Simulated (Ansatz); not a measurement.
The relaxed structure here is a generated cell of Ru: the first start was made by placing the elements on the sites of a structure type, and the end was not matched to a known phase here, so it may be hypothetical. Known forms of Ru include space group No. 194.

A relaxed cell of Ru (Im-3m (No. 229)), relaxed on a k-mesh at least as fine as the one used below. Computed with PBE (plane waves to 420 eV, PAW, scalar-relativistic; Ansatz, a program for electronic structure). Γ-centred k-mesh 8×15×15 on the run's cell (coarser than for final values), Fermi–Dirac smearing 0.05 eV.

```
CELL_PARAMETERS angstrom
     -3.05317     3.05317     3.05317
      1.52659    -1.52659     1.52659
      1.52659     1.52659    -1.52659
ATOMIC_POSITIONS crystal
  Ru 0.00000 0.00000 0.00000
  Ru 0.50000 0.00000 0.00000
```

The atoms are displaced by (Å):

| atom | ux | uy | uz |
|---|---|---|---|
| Ru1 | 0.001 | 0.166 | -0.043 |
| Ru2 | -0.121 | 0.033 | -0.027 |

### Question
What forces (eV/Å) and pressure result?

### Answer
| atom | Fx | Fy | Fz |
|---|---|---|---|
| Ru1 | -0.32 | 0.37 | -1.26 |
| Ru2 | 0.32 | -0.37 | 1.26 |

Pressure +1.3 GPa.

The undisplaced cell is probably no minimum: from this displacement the run went on to P6₃/mmc (No. 194), 0.63 eV/atom below it.

No spin polarisation in the result.
